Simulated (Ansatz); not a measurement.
Zr2InN:
Space group P6₃/mmc (No. 194); a = 3.2918 Å, b = 3.2918 Å, c = 14.8958 Å, α = 90.00°, β = 90.00°, γ = 120.00°

```
atom  site  symmetry       x       y       z
----  ----  --------  ------  ------  ------
Zr      4f       3m.  0.3333  0.6667  0.0840
In      2d      -6m2  0.6667  0.3333  0.2500
N       2a      -3m.  0.0000  0.0000  0.0000
```

Relaxed with r²SCAN.

### Question
Which orbitals make up the states near the Fermi level in r²SCAN in the plane-wave PAW code Ansatz?

### Answer
Within 0.5 eV of the Fermi level: Zr 4d 79 %, In 5p 10 %. Projections are on Löwdin-orthogonalised atomic valence shells; empty p or d shells of many metals are not among them.

### Question
Tabulate the density of states.

### Answer
States/eV per cell of 8 atoms, in 0.25 eV bins, energy from the Fermi level.

```csv
E (eV),total,Zr 4d,N 2p,In 5p
-7.85,0.86,0.08,0.03,0.22
-7.60,0.88,0.10,0.04,0.24
-7.35,0.92,0.12,0.07,0.25
-7.10,1.00,0.16,0.11,0.26
-6.85,1.28,0.25,0.26,0.27
-6.60,2.58,0.64,0.95,0.30
-6.35,4.09,1.11,1.95,0.23
-6.10,5.37,1.40,2.78,0.25
-5.85,4.62,1.22,2.36,0.26
-5.60,7.43,2.06,3.96,0.35
-5.35,7.90,2.20,4.64,0.22
-5.10,17.82,4.94,11.71,0.27
-4.85,1.89,0.32,0.75,0.28
-4.60,1.42,0.22,0.30,0.25
-4.35,1.50,0.27,0.21,0.21
-4.10,0.94,0.19,0.10,0.13
-3.85,0.62,0.15,0.05,0.06
-3.60,0.26,0.07,0.02,0.02
-3.35,0.18,0.02,0.01,0.11
-3.10,0.68,0.11,0.04,0.41
-2.85,1.45,0.27,0.10,0.84
-2.60,2.90,0.75,0.20,1.48
-2.35,5.54,2.82,0.22,1.86
-2.10,6.03,3.63,0.18,1.60
-1.85,4.44,2.89,0.09,1.05
-1.60,7.78,4.77,0.20,2.13
-1.35,5.55,3.47,0.20,1.46
-1.10,3.49,2.37,0.12,0.75
-0.85,2.24,1.67,0.07,0.33
-0.60,2.05,1.61,0.05,0.20
-0.35,2.96,2.40,0.06,0.25
-0.10,3.02,2.44,0.08,0.29
0.15,3.22,2.58,0.12,0.35
0.40,2.97,2.24,0.18,0.34
0.65,4.60,3.68,0.27,0.37
0.90,4.13,3.23,0.31,0.32
1.15,4.22,3.22,0.39,0.31
1.40,4.85,3.74,0.45,0.33
1.65,4.91,3.91,0.31,0.34
1.90,6.70,5.28,0.45,0.37
2.15,6.94,5.39,0.52,0.40
2.40,6.60,5.03,0.50,0.43
2.65,4.99,3.72,0.33,0.50
2.90,5.42,4.15,0.39,0.45
3.15,6.13,4.64,0.42,0.50
3.40,7.96,5.76,0.37,0.77
3.65,7.36,4.77,0.36,0.82
3.90,5.78,3.72,0.37,0.68
4.15,5.55,3.66,0.33,0.60
4.40,8.32,5.50,0.50,0.54
4.65,7.29,4.75,0.49,0.44
```

Space group P6_3/mmc. The first step of the workflow began from a Materials Project structure, measured or hypothetical; the Crystallography Open Database copy checked does not list it. Whether it is the stable phase at ambient conditions was not checked. Symmetry was held in the r²SCAN relaxation; its stability against distortions is not shown here. The run is not spin-polarised. Scalar-relativistic: spin–orbit coupling is off unless named, which matters more the heavier the elements.

Potentials: the later of the program's two PAW sets.
